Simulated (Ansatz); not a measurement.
ZrSiS in space group P4/nmm (No. 129; Zr on 2c, Si on 2a, S on 2c) at seven volumes, LDA (plane waves, PAW; program Ansatz), shape and atoms relaxed at each. One row is withheld.

```
V (Å³/atom)  P (GPa)
-----------  -------
14.796         17.17
15.283         10.51
15.771             ?
16.259          0.00
16.747         -4.09
17.234         -7.53
17.722        -10.30
```

Question: Fit the shown pressures and predict the withheld one.

Answer: P = (3/2)B₀(x^(7/2) − x^(5/2))[1 + (3/4)(B′ − 4)(x − 1)] with x = (V₀/V)^(2/3). Least squares on the six rows gives V₀ = 16.257 Å³/atom, B₀ = 147 GPa, B′ = 4.65. At V = 15.771, x = 1.0204 and P = 4.79 GPa. The run itself gave 4.83 GPa.

The workflow started from a Materials Project entry (that database holds measured and hypothetical structures alike); the Crystallography Open Database files this formula in space group No. 129, but the cells were not matched. Whether it is the stable phase at ambient conditions was not checked. The LDA relaxation kept the symmetry of its start; of distortions, only those at the zone centre were tested. The run is not spin-polarised.

Potentials: the later of the program's two PAW sets.
